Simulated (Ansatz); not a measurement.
# Thermal properties of YAl5N6 from its phonons

Level of theory: DFT PBE, scalar-relativistic, plane waves, PAW in Ansatz. Settings: 420 eV plane-wave cutoff, Γ-centred 6×6×6 mesh, fixed occupations. No spin polarisation. Phonons by linear response, acoustic sum rule imposed.

The cell, relaxed at this level:
```cif
data_structure
_symmetry_space_group_name_H-M 'P31m'
_symmetry_Int_Tables_number 157
_cell_length_a 5.6351
_cell_length_b 5.6351
_cell_length_c 5.0986
_cell_angle_alpha 90.000
_cell_angle_beta 90.000
_cell_angle_gamma 120.000
_cell_volume 140.21
loop_
_atom_site_label
_atom_site_type_symbol
_atom_site_symmetry_multiplicity
_atom_site_Wyckoff_symbol
_atom_site_fract_x
_atom_site_fract_y
_atom_site_fract_z
_atom_site_occupancy
Y1 Y 1 a 0.00000 0.00000 0.97500 1
Al1 Al 2 b 0.66667 0.33333 0.99658 1
Al2 Al 3 c 0.00000 0.34967 0.50200 1
N1 N 2 b 0.66667 0.33333 0.37380 1
N2 N 1 a 0.00000 0.00000 0.44245 1
N3 N 3 c 0.00000 0.38528 0.87193 1
```

The cell was found from a structure generator's guess, not taken from experiment. The q mesh is coarse, so values between its points are rough.

Force constants from linear response on a 2×2×1 q mesh, interpolated to a fine mesh.

Phonon density of states, in bins of 20 cm⁻¹:
```csv
bin centre (cm⁻¹),share of modes (%)
10,0.0
30,0.0
50,0.1
70,0.3
90,2.6
110,2.4
130,1.7
150,1.1
170,0.1
190,2.0
210,2.5
230,1.6
250,2.0
270,4.5
290,4.7
310,3.7
330,3.0
350,2.5
370,2.1
390,2.0
410,1.8
430,2.5
450,4.9
470,3.8
490,0.7
510,4.7
530,5.0
550,1.6
570,3.5
590,2.1
610,4.3
630,4.2
650,4.0
670,3.0
690,2.2
710,1.9
730,2.7
750,2.5
770,0.1
790,1.4
810,3.1
830,0.9
850,0.0
```

Q: Give the zero-point energy per atom.

A: 86.1 meV.

Q: How large are the vibrational entropy and heat capacity at 300 K?

A: S = 1.58 k_B and C_V = 2.00 k_B per atom, 67 % of the Dulong–Petit value.

Q: Tabulate them against temperature.

A:
| T (K) | F_vib (meV/atom) | S (k_B/atom) | C_V (k_B/atom) |
| --- | --- | --- | --- |
| 100 | 85.4 | 0.26 | 0.52 |
| 200 | 80.5 | 0.90 | 1.39 |
| 300 | 69.8 | 1.58 | 2.00 |
| 400 | 53.4 | 2.21 | 2.35 |
| 500 | 31.9 | 2.76 | 2.55 |
| 600 | 6.1 | 3.23 | 2.67 |
| 700 | -23.7 | 3.65 | 2.75 |
| 800 | -56.8 | 4.02 | 2.81 |
| 900 | -92.9 | 4.36 | 2.85 |
| 1000 | -131.8 | 4.66 | 2.87 |
